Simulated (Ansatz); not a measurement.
Input:

MgS:
```
MgS
1.0
    6.80399     0.00000     0.00000
    0.00000     6.80399     0.00000
    0.00000     0.00000     4.06581
Mg S
4 4
Cartesian
  2.22053   4.58345   0.00000
  4.58345   2.22053   0.00000
  5.62252   5.62252   2.03291
  1.18146   1.18146   2.03291
  2.11979   2.11979   0.00000
  4.68420   4.68420   0.00000
  1.28221   5.52178   2.03291
  5.52178   1.28221   2.03291
```

This is the PBEsol-relaxed structure. Tensor components refer to the Cartesian frame of this cell.

Question: All from plane-wave PAW PBEsol (Ansatz code), unless another level is named. Predict the elastic constants (relaxed ions, GPa).

Answer: C11 = 50.7, C12 = 49.5, C13 = 48.1, C33 = 93.7, C44 = 15.7, C66 = 22.0.

Question: What about the highest zone-centre frequency (without LO–TO term)?

Answer: 364 cm^-1.

Question: Give the zero-point energy.

Answer: 44.6 meV/atom.

Question: What about the vibrational entropy at 300 K?

Answer: 26.7 J/(K·mol of atoms).

Space group P4_2/mnm. The start of the workflow was typed in or built on a structure type; neither database checked (COD, Materials Project) lists it. COD files the formula under space group No. 225. Whether it is the stable phase at ambient conditions was not checked. The PBEsol relaxation kept the symmetry of its start; its stability against distortions is not shown here.

Potentials: the earlier of the program's two PAW sets. The files were generated under PBE; for other functionals the program regenerates the frozen cores, and for LDA and PBEsol the local potential too.
